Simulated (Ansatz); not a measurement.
Values for one crystal, relaxed and computed with r²SCAN (plane waves, PAW; program Ansatz); other levels are named.

- Volume per atom = 13.15 Å³
- Electronic character = no gap, with almost no states at the Fermi level (zero-gap or semimetallic)
- Bulk modulus (Birch–Murnaghan fit) = 232 GPa
- Gap with spin–orbit coupling = none (metallic)
- Formation energy from the elements (no fitted shifts) = -1266 meV/atom
- Density of states at the Fermi level = 0.02 states/eV per atom (mean over ±0.08 eV)
- Pressure derivative B′ = 4.1

### Question
Which of these materials gives this?
(A) BaN2, C2/c (Ba on 4e, N on 8f)
(B) Ta2Si, I4/mcm (Ta on 8h, Si on 4a)
(C) SrVO3, cubic perovskite
(D) CeTaN3, cubic perovskite

### Answer
D, CeTaN3, cubic perovskite

Space group Pm-3m (cubic perovskite). The start of the workflow was typed in or built on a structure type; neither database checked (COD, Materials Project) lists it. Its standing as an ambient phase is unchecked. The cell was relaxed with r²SCAN under the symmetry of its start; its stability against distortions is not shown here. The workflow began spin-polarised and lost its moments. The 4f shell is in the valence. No Hubbard U is applied. A small band overlap can be real or an error of a semilocal functional. The references are the lowest solids computed at this level, not always the standard phases (solids in place of the gases). Spin–orbit coupling is left out wherever it is not named.

Potentials: the later of the program's two PAW sets.
